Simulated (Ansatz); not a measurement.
# TiAl3 (D022 type, space group I4/mmm), map of one atom of the cell

Starting cell, TiAl₃ (D022 type, space group I4/mmm):

```xyz
4
Lattice="-1.9121 1.9121 4.2803 1.9121 -1.9121 4.2803 1.9121 1.9121 -4.2803" Properties=species:S:1:pos:R:3 pbc="T T T"
Al     0.0000     0.0000     4.2803
Al     0.0000     1.9121     2.1401
Al     1.9121     0.0000     2.1401
Ti     0.0000     0.0000     0.0000
```

In this cell atom 2 (Al, nearest neighbour Al at 2.704 Å; its periodic images, 3.8 Å or more away, move with it) is moved by u·(0.707, 0.707, 0.000) + v·(0.000, 0.000, 1.000); the rest is frozen.

The numbers are results of r2SCAN (plane waves to 500 eV, PAW, scalar-relativistic; Ansatz, a program for electronic structure), not measurements. k mesh 14×14×14 (Γ-centred), Fermi-Dirac smearing 0.05 eV. The energy includes the smearing's −TS. With partly filled bands, energies and forces of such displacements shift with the k mesh and the smearing. Fu and Fv are the components of the force on the atom. TiAl3 is run without spin polarisation. TiAl3 was relaxed with its symmetry unable to fall. The zero of ΔE is the undisplaced structure. Axes are in Å.

ΔE (meV/cell), with u across and v down:

```tsv
v \ u	-0.410	-0.273	-0.137	0.000	0.137	0.273	0.410
-0.410	1419	953	691	607	691	953	1419
-0.273	1024	583	340	263	340	583	1024
-0.137	799	371	138	65	138	371	799
0.000	726	302	72	0	72	302	726
0.137	799	371	138	65	138	371	799
0.273	1024	583	340	263	340	583	1024
0.410	1419	953	691	607	691	953	1419
```

Fv (eV/Å), with u across and v down:

```tsv
v \ u	-0.410	-0.273	-0.137	0.000	0.137	0.273	0.410
-0.410	3.59	3.34	3.16	3.09	3.16	3.34	3.59
-0.273	2.24	2.11	2.00	1.96	2.00	2.11	2.24
-0.137	1.07	1.02	0.97	0.95	0.97	1.02	1.07
0.000	0.00	0.00	0.00	0.00	0.00	0.00	0.00
0.137	-1.07	-1.02	-0.97	-0.95	-0.97	-1.02	-1.07
0.273	-2.24	-2.11	-2.00	-1.96	-2.00	-2.11	-2.24
0.410	-3.59	-3.34	-3.16	-3.09	-3.16	-3.34	-3.59
```

Summary:

```
Quantity                                                                                                                                                                                            Value
-----------------------------------------------------------------------------  --------------------------------------------------------------------------------------------------------------------------
Principal force constants in the plane (five-point differences of the forces)                                                                                                           6.9 and 7.6 eV/Å²
Centre of the map                                                                                                                                                                               a minimum
Lowest place on the grid                                                                                                                                            u = 0.000 Å, v = 0.000 Å (0 meV/cell)
Highest place on the grid, met at several equal points                         u = -0.410 Å, v = -0.410 Å; u = 0.410 Å, v = -0.410 Å; u = -0.410 Å, v = 0.410 Å; u = 0.410 Å, v = 0.410 Å (1419 meV/cell)
```

The 49 points together took about 110 core-minutes (a rough figure).

(For displaced atoms, the force is minus the slope of the energy, and its curvature is a force constant, which sets phonon frequencies.)
